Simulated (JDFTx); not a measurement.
Reference run:

```yaml
surface: Pt(110)
bulk: Pt, Fm-3m, lattice of mp-126 (not re-optimised)
slab: 5 atoms in 5 planes, 1x1, 5.6 Å between the outermost planes
in-plane cell: 3.943 × 2.788 Å, 10.99 Å²
cell_height: 21.6 Å
sampling: 6×8×1 k mesh, Fermi smearing 0.01 Ha, no spin polarisation
```

The reference is PBE, GBRV ultrasoft potentials, plane waves to 20/100 Ha; code: a modified build of JDFTx. Unrelaxed; liquid: CANDLE, water, 1 M NaF. SHE scale: U = −μ/e − 4.44 V, by convention.

```tsv
density cutoff alone	work function (eV)	U_pzc (V)	k states × plane waves	cycles, vacuum run	rough core time, vacuum run
80 Ha	5.27	0.55	20 × 6845	21	8 min
100 Ha	5.27	0.55	20 × 6845	21	6 min
130 Ha	5.27	0.55	20 × 6845	21	4 min
200 Ha	5.27	0.55	20 × 6845	21	5 min
```

The work function stays within 0.01 eV over all these settings; capacitances repeat to about ±0.2 μF/cm². Core times come from shared machines and are rough, one run each.
